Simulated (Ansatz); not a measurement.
# BiTe (R-3m), random displacements

All numbers below come from Ansatz 0.2.0, DFT LDA, scalar-relativistic, plane waves, PAW. Settings: plane waves to 420 eV, k-mesh 3×3×3 (Γ-centred), Gaussian smearing 0.15 eV. The mesh is coarse. Spin–orbit coupling is left out, which can shift energies with elements as heavy as these. No spin polarisation. Energies are free energies at this smearing, counted from the undisturbed cell; pressure is positive in compression.

The undisturbed cell (as given, not relaxed at this level, and it needn't be the usual structure):

```yaml
crystal:
  lattice:
    - [-4.84542, -2.79750, 3.31729]
    - [4.84542, -2.79750, 3.31729]
    - [0.00000, 5.59500, 3.31729]
  atoms:
    - { symbol: Bi, position: [0.50000, 0.50000, 0.50000] }
    - { symbol: Bi, position: [0.00000, 0.00000, 0.50000] }
    - { symbol: Bi, position: [0.00000, 0.50000, 0.00000] }
    - { symbol: Bi, position: [0.50000, 0.00000, 0.00000] }
    - { symbol: Te, position: [0.00000, 0.00000, 0.00000] }
    - { symbol: Te, position: [0.50000, 0.50000, 0.00000] }
    - { symbol: Te, position: [0.50000, 0.00000, 0.50000] }
    - { symbol: Te, position: [0.00000, 0.50000, 0.50000] }
```

The atoms are displaced (Å, in the unstrained cell):

```
atom ux uy uz
 Bi1  -0.084  -0.072   0.187
 Bi2   0.297   0.176   0.086
 Bi3  -0.028  -0.025   0.207
 Bi4   0.156   0.470  -0.397
 Te5  -0.345  -0.418   0.124
 Te6   0.171  -0.297  -0.364
 Te7  -0.109   0.009   0.186
 Te8  -0.057   0.158  -0.029
```

Strain (Voigt, engineering shear): (0.0044, 0.0057, -0.0195, -0.0463, -0.0373, 0.0203).

(1) What are the energy change, the stress and the forces?

Results:

(1) ΔE = 356.0 meV/atom; stress (xx, yy, zz, yz, xz, xy; compression positive) (9.90, 3.48, 4.60, -0.57, -4.46, 1.23) GPa.
```csv
atom,Fx (eV/Å),Fy,Fz
Bi1,-0.19,-0.89,-0.69
Bi2,-0.46,-1.13,-0.93
Bi3,-0.12,0.36,-0.28
Bi4,-6.71,-2.78,5.15
Te5,7.35,3.26,-3.64
Te6,-0.71,1.23,0.31
Te7,0.28,0.44,-0.13
Te8,0.55,-0.51,0.20
```

Cost: 1 run of about 0.5 core-minutes, on Arm Neoverse V1 (shared hosts).